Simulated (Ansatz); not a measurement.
With the program Ansatz at the PBEsol level (PAW), HfO$_{2}$ in the orthorhombic phase (Pca2_1; Hf on 4a, O on 4a, O on 4a) relaxes to a = 5.228 Å, b = 5.017 Å, c = 5.042 Å. O on 4a has 3 nearest neighbours from 2.03 Å (trigonal planar). Its formation energy from the elements is -3.50 eV/atom, with no fitted shifts.

The Kohn–Sham gap is 4.34 eV (indirect). The screened hybrid HSE06 puts the gap at 6.10 eV. Gap from PBEsol with spin–orbit coupling: 4.29 eV. The electron mass is 1.3, 1.7, 5.1 mₑ (principal values). The hole mass is 1.0, 1.9, 17 mₑ (principal values).

The elastic constants imply a Debye temperature near 490 K. Born charges are Hf +5.23, O -2.65 to -2.58 e.

Symmetry was held in the PBEsol relaxation. The run is not spin-polarised. The references are the lowest solids computed at this level, not always the standard phases (solids in place of the gases). Scalar-relativistic: spin–orbit coupling is off unless named, which matters more the heavier the elements.

Potentials: the later of the program's two PAW sets.
